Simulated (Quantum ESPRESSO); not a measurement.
Al2GaInP4, input and log of a self-consistent run

Computed values, not a measurement. The program is pw.x of Quantum ESPRESSO 7.5 (plane-wave density functional theory). The cell is made up: 8 atoms on a zincblende/diamond lattice, with randomly drawn elements, strain and displacements, not relaxed. PseudoDojo standard norm-conserving files (v0.5 for PBE, v0.4.1 for LDA and PBEsol) set the functional; there is no spin polarisation, spin-orbit coupling or dispersion term, and the masses in the input are unused placeholders.

Input:

```
&control calculation='scf', pseudo_dir='./dojo.nc.sr.pbe.v0_5.standard.upf', outdir='./o', disk_io='medium', tprnfor=.true., tstress=.true. /
&system ibrav=0, nat=8, ntyp=4, nbnd=32, ecutwfc=101.20763327, nosym=.true., tot_charge=0,
 occupations='smearing', smearing='fd', degauss=0.0018374661
/
&electrons conv_thr=7.350e-09, electron_maxstep=60, /
ATOMIC_SPECIES
Al 1.0 Al.upf
Ga 1.0 Ga.upf
In 1.0 In.upf
P 1.0 P.upf
CELL_PARAMETERS angstrom
5.5881 -0.014 -0.0436
-0.014 5.6791 -0.0985
-0.0427 -0.0964 5.6916
ATOMIC_POSITIONS angstrom
Al -0.0232 -0.0246 0.0095
Al 0.0003 2.7832 2.7993
Ga 2.7464 -0.0659 2.8105
In 2.7793 2.8632 -0.0801
P 1.3916 1.3656 1.3715
P 1.3154 4.1786 4.191
P 4.1404 1.3188 4.2002
P 4.1742 4.2024 1.3231
K_POINTS automatic
6 6 6 1 1 1
```

The log is shortened where brackets say so; the opening notice, blank lines, dates and the lines on written files are dropped, and the path of the files is cut. It prints rydbergs, bohrs and kilobars, and counts compression as positive stress.

```
     Program PWSCF v.7.5
     Parallel version (MPI & OpenMP), running on       1 processor cores
     Number of MPI processes:                 1
     Threads/MPI process:                     1
     [start-up lines left out]
     bravais-lattice index     =            0
     lattice parameter (alat)  =      10.5603  a.u.
     unit-cell volume          =    1218.4807 (a.u.)^3
     number of atoms/cell      =            8
     number of atomic types    =            4
     number of electrons       =        52.00
     number of Kohn-Sham states=           32
     kinetic-energy cutoff     =     101.2076  Ry
     charge density cutoff     =     404.8305  Ry
     scf convergence threshold =      7.3E-09
     mixing beta               =       0.7000
     number of iterations used =            8  plain     mixing
     Exchange-correlation= PBE
                           (   1   4   3   4   0   0   0)
     [axes and pseudopotential details left out]
   Cartesian axes
     site n.     atom                  positions (alat units)
         1        Al     tau(   1) = (  -0.0041515  -0.0044021   0.0017000  )
         2        Al     tau(   2) = (   0.0000537   0.4980417   0.5009227  )
         3        Ga     tau(   3) = (   0.4914565  -0.0117925   0.5029269  )
         4        In     tau(   4) = (   0.4973438   0.5123573  -0.0143335  )
         5        P      tau(   5) = (   0.2490208   0.2443682   0.2454240  )
         6        P      tau(   6) = (   0.2353852   0.7477425   0.7499614  )
         7        P      tau(   7) = (   0.7409067   0.2359936   0.7516077  )
         8        P      tau(   8) = (   0.7469551   0.7520014   0.2367630  )
     number of k points=   108  Fermi-Dirac smearing, width (Ry)=  0.0018
     Number of k-points >= 100: set verbosity='high' to print them.
     Dense  grid:   167603 G-vectors     FFT dimensions: (  72,  72,  72)
     Estimated max dynamical RAM per process >     214.56 MB
     Initial potential from superposition of free atoms
     starting charge      51.9880, renormalised to      52.0000
     Starting wfcs are   42 randomized atomic wfcs
     total cpu time spent up to now is       41.2 secs
     per-process dynamical memory:   133.4 Mb
     Self-consistent Calculation
     iteration #  1     ecut=   101.21 Ry     beta= 0.70
     Davidson diagonalization with overlap
     ethr =  1.00E-02,  avg # of iterations =  4.1
     Threshold (ethr) on eigenvalues was too large:
     Diagonalizing with lowered threshold
     Davidson diagonalization with overlap
     ethr =  6.86E-04,  avg # of iterations =  2.0
     total cpu time spent up to now is      220.6 secs
     total energy              =    -350.66061667 Ry
     estimated scf accuracy    <       0.36607581 Ry
     iteration #  2     ecut=   101.21 Ry     beta= 0.70
     Davidson diagonalization with overlap
     ethr =  7.04E-04,  avg # of iterations =  2.1
     total cpu time spent up to now is      316.6 secs
     total energy              =    -350.74996599 Ry
     estimated scf accuracy    <       0.07664457 Ry
     iteration #  3     ecut=   101.21 Ry     beta= 0.70
     Davidson diagonalization with overlap
     ethr =  1.47E-04,  avg # of iterations =  3.4
     total cpu time spent up to now is      420.9 secs
     total energy              =    -350.76309028 Ry
     estimated scf accuracy    <       0.00365305 Ry
     iteration #  4     ecut=   101.21 Ry     beta= 0.70
     Davidson diagonalization with overlap
     c_bands:  1 eigenvalues not converged
     c_bands:  1 eigenvalues not converged
     c_bands:  1 eigenvalues not converged
     c_bands:  1 eigenvalues not converged
     c_bands:  1 eigenvalues not converged
     c_bands:  1 eigenvalues not converged
     ethr =  7.03E-06,  avg # of iterations = 12.5
     total cpu time spent up to now is      579.0 secs
     total energy              =    -350.76389125 Ry
     estimated scf accuracy    <       0.00216722 Ry
     iteration #  5     ecut=   101.21 Ry     beta= 0.70
     Davidson diagonalization with overlap
     ethr =  4.17E-06,  avg # of iterations =  2.7
     total cpu time spent up to now is      668.6 secs
     total energy              =    -350.76423897 Ry
     estimated scf accuracy    <       0.00014882 Ry
     iteration #  6     ecut=   101.21 Ry     beta= 0.70
     Davidson diagonalization with overlap
     ethr =  2.86E-07,  avg # of iterations =  2.7
     total cpu time spent up to now is      792.5 secs
     total energy              =    -350.76426596 Ry
     estimated scf accuracy    <       0.00001124 Ry
     iteration #  7     ecut=   101.21 Ry     beta= 0.70
     Davidson diagonalization with overlap
     ethr =  2.16E-08,  avg # of iterations =  4.3
     total cpu time spent up to now is      950.4 secs
     total energy              =    -350.76427126 Ry
     estimated scf accuracy    <       0.00000244 Ry
     iteration #  8     ecut=   101.21 Ry     beta= 0.70
     Davidson diagonalization with overlap
     ethr =  4.70E-09,  avg # of iterations =  2.0
     total cpu time spent up to now is     1071.1 secs
     total energy              =    -350.76427174 Ry
     estimated scf accuracy    <       0.00000008 Ry
     iteration #  9     ecut=   101.21 Ry     beta= 0.70
     Davidson diagonalization with overlap
     ethr =  1.45E-10,  avg # of iterations =  5.0
     total cpu time spent up to now is     1264.6 secs
     total energy              =    -350.76427179 Ry
     estimated scf accuracy    <       0.00000008 Ry
     iteration # 10     ecut=   101.21 Ry     beta= 0.70
     Davidson diagonalization with overlap
     ethr =  1.45E-10,  avg # of iterations =  2.0
     total cpu time spent up to now is     1397.7 secs
     End of self-consistent calculation
     [lines on levels left out]
!    total energy              =    -350.76427180 Ry
     estimated scf accuracy    <          1.9E-09 Ry
     smearing contrib. (-TS)   =      -0.00000000 Ry
     internal energy E=F+TS    =    -350.76427180 Ry
     The total energy is F=E-TS. E is the sum of the following terms:
     one-electron contribution =    -162.30563463 Ry
     hartree contribution      =     112.52470318 Ry
     xc contribution           =    -102.66329270 Ry
     ewald contribution        =    -198.32004766 Ry
     convergence has been achieved in  10 iterations
     Forces acting on atoms (cartesian axes, Ry/au):
     atom    1 type  1   force =    -0.00942568    0.00469738   -0.00296076
     atom    2 type  1   force =    -0.01659608   -0.01416175   -0.00559004
     atom    3 type  2   force =     0.00044236   -0.00349030    0.00208428
     atom    4 type  3   force =    -0.01663019   -0.02444198   -0.00824030
     atom    5 type  4   force =    -0.02875500   -0.01745220    0.02767958
     atom    6 type  4   force =    -0.01926608    0.03655552   -0.03031587
     atom    7 type  4   force =     0.04238713   -0.02452829   -0.02645394
     atom    8 type  4   force =     0.04784355    0.04282161    0.04379706
     Total force =     0.123485     Total SCF correction =     0.000082
     Computing stress (Cartesian axis) and pressure
          total   stress  (Ry/bohr**3)                   (kbar)     P=       -5.05
   0.00000933   0.00003780   0.00011736            1.37        5.56       17.26
   0.00003780  -0.00005257   0.00017953            5.56       -7.73       26.41
   0.00011736   0.00017953  -0.00005984           17.26       26.41       -8.80
     init_run     :     38.73s CPU     41.02s WALL (       1 calls)
     electrons    :   1309.90s CPU   1356.45s WALL (       1 calls)
     forces       :     24.95s CPU     25.20s WALL (       1 calls)
     stress       :     88.66s CPU     92.77s WALL (       1 calls)
     [timing details left out]
     PWSCF        :  24m22.82s CPU  25m16.72s WALL
     JOB DONE.
```

In other units: free energy -4772.391 eV for the cell, pressure -0.51 GPa, largest force component 1.230 eV/Å. This run is the check on a run of the same cell at 1088 eV and a 4 x 4 x 4 mesh: rerunning at 1377 eV and a 6 x 6 x 6 mesh moved values by no more than 0.006 eV in energy, 0.02 GPa in stress and 0.002 eV/Å in force.